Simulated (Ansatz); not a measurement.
## Notes on CsIO

```xyz
6
Lattice="4.2713 0.0000 0.0000 0.0000 4.2713 0.0000 0.0000 0.0000 9.8014" Properties=species:S:1:pos:R:3 pbc="T T T"
I     1.0678    1.0678    6.3611
I     3.2035    3.2035    3.4403
Cs    1.0678    1.0678    2.0191
Cs    3.2035    3.2035    7.7823
O     3.2035    1.0678    0.0000
O     1.0678    3.2035    0.0000
```

The numbers come from plane-wave PAW DFT (Ansatz): PBE, no spin polarisation, 420 eV, 8×8×4 Γ-centred k points, fermi-dirac occupations (width 0.0343 eV). Nothing was relaxed.

**Question.** Which atom feels the largest force, and which way?

**Answer.** The largest is on Cs3 (and as large on other atoms): 1.44 eV/Å, components (0.00, 0.00, -1.44). It makes 47° with the line to a nearest neighbour, O5 at 2.94 Å.

**Question.** What is the formation energy?

**Answer.** 0.22 eV an atom against the elements' usual phases (free molecules for gases, crystals otherwise, with no correction for O₂ or N₂), so at this geometry it isn't bound against them. Relaxing would lower it.

**Question.** Is there a gap?

**Answer.** It is a metal, with about 14 states/eV a cell as the mean within 0.25 eV of the Fermi level, mostly O p (56 %) and I p (38 %).

**Question.** What does the stress say?

**Answer.** The pressure is 5.0 GPa (compression positive), so with the atoms held at these fractions the cell would first expand; the forces are large, so a full relaxation may end otherwise. The principal stresses 1.8, 6.6, 6.6 GPa differ, so its shape would change too.

Origin: a known structure type with other elements, at an estimated volume, so it need not be a known compound. Caveats: many states at the Fermi level without spin polarisation, so a magnetic state may lie lower; the Fermi level lies in a narrow band between gaps, which spin or distortion may split.
